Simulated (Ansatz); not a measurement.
NaLaS2:
```xyz
8
Lattice="-2.8982 2.8982 6.0842 2.8982 -2.8982 6.0842 2.8982 2.8982 -6.0842" Properties=species:S:1:pos:R:3 pbc="T T T"
Na     0.0000     0.0000     0.0000
Na     0.0000     2.8982     3.0421
La     2.8982     0.0000     3.0421
La     0.0000     0.0000     6.0842
S      2.8982     0.0000     5.9271
S      0.0000     0.0000     8.9692
S      0.0000     0.0000     3.1993
S      2.8982     0.0000     0.1571
```

Relaxed with r²SCAN.

**Question.** Map the electron localisation function on the plane through (0.000, 0.000, 0.000) spanned by u = [1, 1, 0] and v = [1, 0, 1] in lattice vectors, from DFT-r²SCAN in the program Ansatz with PAW potentials.

**Answer.** x is the fraction of u, y of v (the angle between them is 90°; rows are the nearest grid lines); atoms in the plane: Na at (0.00, 0.00), Na at (0.25, 0.50), La at (0.75, 0.50), La at (0.50, 0.00), S at (0.99, 0.50), S at (0.74, 0.00), S at (0.26, 0.00), S at (0.51, 0.50).
```
|.=#. -%@@*  +@%-=@%..%@=-%@+  *@@%- .#=.|
|-+*. -%@@#  *@%--@@::%@--%@*  #@@%- .*+-|
|#*-  :#@@@@%@@%:.#@@@@#.:%@@@@@@@#:  -*#|
|-:   .*%@@@@@@#:.+@@@%= :#@@@@@@%+.   :-|
|      =#@@@@@%*. :*%%+. .*%@@@@%*-      |
|      :*%%@@%%+.  :--.  .-*###*+-.  .   |
|%%#=.   ...:::.  .:-+==:   .:::.   =#%%%|
|@@%#-           :+#%%%#+. .-*#*=. .*%@@@|
|@@@%+.    .    .=#@@@@@#: -#@@@%- :#@@@@|
|@@@@#:  .+*=.  .*%@@@@@%:.*@@@@@*.:%@@@@|
|:%@@%-  **=**  -%@@%:#@%--@@=.=@@--%@#::|
| *@@%- .#+:+#. -%@@* *@%-=@%. .%@=-%@*  |
| *@@%- .#+:+#. -%@@* *@%-=@%. .%@=-%@*  |
|:%@@%-  **=**  -%@@%:#@%--@@=.=@@--%@#::|
|@@@@#:  .+*=.  .*%@@@@@%:.*@@@@@*.:%@@@@|
|@@@%+.    .    .=#@@@@@#: -#@@@%- :#@@@@|
|@@%#-           :+#%%%#+. .-*#*=. .*%@@@|
|%%#=.   ...:::.  .:-+==:   .:::.   =#%%%|
|      :*%%@@%%+.  :--.  .-*###*+-.  .   |
|      =#@@@@@%*. :*%%+. .*%@@@@%*-      |
|-:   .*%@@@@@@#:.+@@@%= :#@@@@@@%+.   :-|
|#*-  :#@@@@%@@%:.#@@@@#.:%@@@@@@@#:  -*#|
|-+*. -%@@#  *@%--@@::%@--%@*  #@@%- .*+-|
|.=#. -%@@*  +@%-=@%..%@=-%@+  *@@%- .#=.|
```
Scale: ten equal steps from 0.005 (start of ' ') to 0.872 (end of '@'), in the order ' .:-=+*#%@'; x runs from 0.000 to 1.00, y from 0.000 (bottom) to 1.00 (top).

The density is the valence pseudo-density with augmentation charge, so density and ELF within about 1 Å of a nucleus are not all-electron values.

Space group I4_1/amd. The workflow started from a Materials Project entry (that database holds measured and hypothetical structures alike); the Crystallography Open Database copy checked does not list it. Its standing as an ambient phase is unchecked. Symmetry was held in the r²SCAN relaxation; whether a distortion lowers the energy is not shown. Scalar-relativistic: spin–orbit coupling is off unless named, which matters more the heavier the elements.

Potentials: the later of the program's two PAW sets.
